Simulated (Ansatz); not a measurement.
Input:

La2GeO5:
```xyz
32
Lattice="9.6135 0.0000 0.0000 0.0000 7.4881 0.0000 -2.1423 0.0000 6.7787" Properties=species:S:1:pos:R:3 pbc="T T T"
La     3.5003     4.8312     0.5746
La     3.9710     2.6569     6.2041
La     5.0421     1.0872     2.8148
La     2.4291     6.4009     3.9640
La     7.7674     2.8089     5.1875
La    -0.2961     4.6792     1.5912
La    -1.3673     6.5529     4.9806
La     8.8385     0.9352     1.7982
Ge     1.7080     3.0865     3.6649
Ge     5.7632     4.4016     3.1139
Ge     4.6921     6.8306     6.5032
Ge     2.7792     0.6575     0.2755
O      4.7280     5.7718     3.0222
O      2.7433     1.7163     3.7565
O      3.8144     2.0278     0.3672
O      3.6568     5.4603     6.4116
O     -1.0568     1.0290     6.7141
O      8.5280     6.4591     0.0646
O      7.4569     4.7730     3.4540
O      0.0144     2.7151     3.3248
O      7.3407     0.9072     3.7326
O      0.1306     6.5809     3.0461
O     -0.9406     4.6512     6.4355
O      8.4118     2.8369     0.3432
O      4.4628     0.3341     5.0799
O      3.0084     7.1540     1.6988
O      1.9373     4.0782     5.0882
O      5.5339     3.4099     1.6905
O      0.9675     6.9175     5.8079
O      6.5038     0.5706     0.9708
O      5.4326     3.1735     4.3602
O      2.0386     4.3146     2.4186
```

This is the r²SCAN-relaxed structure.

All from the program Ansatz at the r²SCAN level (PAW), unless another level is named. Estimate the formation energy from the elements (no fitted shifts).

-3.10 eV/atom.

And the smallest direct gap on the standard path?

4.76 eV.

Predict the conduction-band minimum.

at Γ.

Space group P2_1/c. The first step of the workflow began from a Materials Project structure, measured or hypothetical; the Crystallography Open Database copy checked does not list it. Its standing as an ambient phase is unchecked. The r²SCAN relaxation kept the symmetry of its start; its stability against distortions is not shown here. The references are the lowest solids computed at this level, not always the standard phases (solids in place of the gases). Spin–orbit coupling is left out wherever it is not named.

Potentials: the later of the program's two PAW sets.
